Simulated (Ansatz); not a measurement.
Relaxation of a generated trial cell of Cd in the AFLOW prototype A_cI16_220_c (as in Li); 8 atoms in the cell, which starts as I-43d (No. 220), cI16; a = b = c = 7.019 Å, α = β = γ = 90.00°. Computed with r2SCAN (plane waves to 500 eV, PAW, scalar-relativistic; Ansatz, an electronic-structure program). Γ-centred k-mesh 7×7×7 on the run's cell (coarser than for final values), Fermi–Dirac smearing 0.05 eV. This is the first round of the run. 

The optimiser's lines from the output (shortened; P is positive under compression):

```
relax step   1: F+E_penalty+E_count = -66144.99055679 eV  Δ(F+E_penalty+E_count) = +0.000e0 eV  max|allowed force component| = 1.262e-1 eV/Å  Δτ_max = 0.0000 Å  P = +1.952 GPa  Ω = 172.895 Å³  (8 SCF iters, dr2 threshold 1.00e-7 eV, accepted)
relax step   2: F+E_penalty+E_count = -66145.08441869 eV  Δ(F+E_penalty+E_count) = -9.386e-2 eV  max|allowed force component| = 1.955e-2 eV/Å  Δτ_max = 0.0814 Å  P = -0.818 GPa  Ω = 179.827 Å³  (9 SCF iters, dr2 threshold 8.00e-7 eV, accepted)
relax step   3: F+E_penalty+E_count = -66145.09935517 eV  Δ(F+E_penalty+E_count) = -1.494e-2 eV  max|allowed force component| = 7.867e-3 eV/Å  Δτ_max = 0.0228 Å  P = -0.181 GPa  Ω = 177.061 Å³  (10 SCF iters, dr2 threshold 8.00e-7 eV, accepted)
relax step   4: F+E_penalty+E_count = -66145.10110676 eV  Δ(F+E_penalty+E_count) = -1.752e-3 eV  max|allowed force component| = 7.889e-4 eV/Å  Δτ_max = 0.0117 Å  P = +0.030 GPa  Ω = 176.142 Å³  (10 SCF iters, dr2 threshold 8.23e-8 eV, accepted)
relax step   5: F+E_penalty+E_count = -66145.10105159 eV  Δ(F+E_penalty+E_count) = +5.517e-5 eV  max|allowed force component| = 8.895e-5 eV/Å  Δτ_max = 0.0009 Å  P = -0.004 GPa  Ω = 176.244 Å³  (7 SCF iters, dr2 threshold 2.28e-9 eV, accepted)
relax step   6: F+E_penalty+E_count = -66145.10341577 eV  Δ(F+E_penalty+E_count) = -2.364e-3 eV  max|allowed force component| = 9.308e-5 eV/Å  Δτ_max = 0.0000 Å  P = +0.007 GPa  Ω = 176.244 Å³  stress off target by 6.93e-3 GPa  SCF on the basis re-selected at this cell (its energy is not comparable with the rows above)  (6 SCF iters)
```

From the first to the last row the energy changes by -0.01 eV/atom and the volume by +1.9 %. The last row is marked as not comparable with the walk above it, whose basis was carried along; it does compare with step 1, since both stand on a basis selected at the nominal cutoff for their own cell.

Later rounds, restarted from the end of this one on a renewed k-mesh, logged 3 more steps and released under 0.01 eV/atom more. The final structure after all rounds: I-43d (No. 220), cI16, AFLOW prototype A_cI16_220_c (as in Li); a = b = c = 7.067 Å, α = β = γ = 90.00°. Between re-selections the logged energies stand on a plane-wave basis carried along with the cell. No spin polarisation in the result.

The run could not lose the symmetry of its start: the end is stationary, and may be a saddle point rather than a minimum.

The relaxed structure here is a generated cell of Cd: the first start was made by placing the elements on the sites of a structure type, and the end was not matched to a known phase here, so it may be hypothetical. Known forms of Cd include space group No. 194.
